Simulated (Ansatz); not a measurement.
C:
```yaml
crystal:
  lattice:
    - [4.43605, 0.00000, 0.00000]
    - [-2.21802, 3.84173, 0.00000]
    - [0.00000, 0.00000, 2.52196]
  atoms:
    - { symbol: C, position: [0.44790, 0.89579, 0.25000] }
    - { symbol: C, position: [0.10421, 0.55210, 0.25000] }
    - { symbol: C, position: [0.44790, 0.55210, 0.25000] }
    - { symbol: C, position: [0.55210, 0.10421, 0.75000] }
    - { symbol: C, position: [0.89579, 0.44790, 0.75000] }
    - { symbol: C, position: [0.55210, 0.44790, 0.75000] }
```

Relaxed with r²SCAN. Special points in fractions of this cell's reciprocal vectors: Γ (0.000, 0.000, 0.000); M (0.500, 0.000, 0.000); K (0.333, 0.333, 0.000); A (0.000, 0.000, 0.500); L (0.500, 0.000, 0.500); H (0.333, 0.333, 0.500).

Problem. List the band energies nearest the valence-band maximum at these points for r²SCAN (plane waves, PAW; program Ansatz).

Solution. In eV from the valence-band maximum; about four levels below and three above (degenerate sets whole), none deeper than 8.9 eV; points with the same levels are listed once.

```
k                    below                above
-  -----------------------  -------------------
Γ    -3.85 -3.85 0.00 0.00       2.44 3.62 3.79
M  -6.16 -5.97 -3.88 -1.85       4.96 5.27 5.98
K  -5.59 -5.59 -3.90 -3.72       5.69 5.69 6.83
A  -5.61 -5.61 -5.61 -5.61  5.90 5.90 7.30 7.30
L  -5.71 -5.71 -4.48 -4.48  4.48 4.48 4.84 4.84
H  -5.58 -5.58 -4.73 -4.73  4.53 4.53 5.88 5.88
```

Space group P6_3/mmc. The start of the workflow was typed in or built on a structure type. Its sites differ from those of the usual phase in this space group: another stacking or structure type. The r²SCAN relaxation kept the symmetry of its start; whether a distortion lowers the energy is not shown.

Potentials: the earlier of the program's two PAW sets.
